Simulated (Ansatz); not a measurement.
Data:

Rb2NaScF6:
```yaml
crystal:
  lattice:
    - [0.00000, 4.28529, 4.28529]
    - [4.28529, 0.00000, 4.28529]
    - [4.28529, 4.28529, 0.00000]
  atoms:
    - { symbol: Rb, position: [0.75000, 0.75000, 0.75000] }
    - { symbol: Rb, position: [0.25000, 0.25000, 0.25000] }
    - { symbol: Na, position: [0.50000, 0.50000, 0.50000] }
    - { symbol: Sc, position: [0.00000, 0.00000, 0.00000] }
    - { symbol: F, position: [0.76470, 0.23530, 0.23530] }
    - { symbol: F, position: [0.23530, 0.76470, 0.76470] }
    - { symbol: F, position: [0.23530, 0.76470, 0.23530] }
    - { symbol: F, position: [0.76470, 0.23530, 0.76470] }
    - { symbol: F, position: [0.23530, 0.23530, 0.76470] }
    - { symbol: F, position: [0.76470, 0.76470, 0.23530] }
```

This is the r²SCAN-relaxed structure.

All from r²SCAN in the plane-wave PAW code Ansatz, unless another level is named. Predict the hole effective mass, band 3 of 3 at the edge.

2.8 along [100], 2.8 along [110], 3.5 along [111] (mₑ).

What about the electron effective mass, band 3 of 3 at the edge?

6.2 along [100], 6.2 along [110], 7.8 along [111] (mₑ).

Next, the valence-band maximum?

at Γ.

Space group Fm-3m. The workflow started from a Materials Project entry (that database holds measured and hypothetical structures alike); the Crystallography Open Database copy checked does not list it. Whether it is the stable phase at ambient conditions was not checked. The r²SCAN relaxation kept the symmetry of its start; its stability against distortions is not shown here. No spin polarisation was allowed. Spin–orbit coupling is left out wherever it is not named.

Potentials: the later of the program's two PAW sets.

Edges and masses are those of Kohn–Sham bands, whose gap is no quasiparticle gap.
